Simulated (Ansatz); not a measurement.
YSi2 (MoSi2 or CaC2 type, I4/mmm) at seven volumes, DFT-PBEsol in the program Ansatz with PAW potentials, shape and atoms relaxed at each. One row is withheld.

| V (Å³/atom) | P (GPa) |
|---|---|
| 16.850 | 10.14 |
| 17.406 | ? |
| 17.961 | 2.83 |
| 18.517 | 0.00 |
| 19.072 | -2.49 |
| 19.628 | -4.67 |
| 20.183 | -6.57 |

Question: Fit the shown pressures and predict the withheld one.

Answer: P = (3/2)B₀(x^(7/2) − x^(5/2))[1 + (3/4)(B′ − 4)(x − 1)] with x = (V₀/V)^(2/3). Least squares on the six rows gives V₀ = 18.513 Å³/atom, B₀ = 89.7 GPa, B′ = 3.88. At V = 17.406, x = 1.0420 and P = 6.23 GPa. The run itself gave 6.17 GPa.

A made-up cell: these elements were put on the sites of a structure type; neither database checked (COD, Materials Project) lists it. COD files the formula under space group No. 191, so this cell is another polymorph or a model. Its standing as an ambient phase is unchecked. The cell was relaxed with PBEsol under the symmetry of its start; of distortions, only those at the zone centre were tested. No spin polarisation was allowed.

Potentials: the later of the program's two PAW sets.
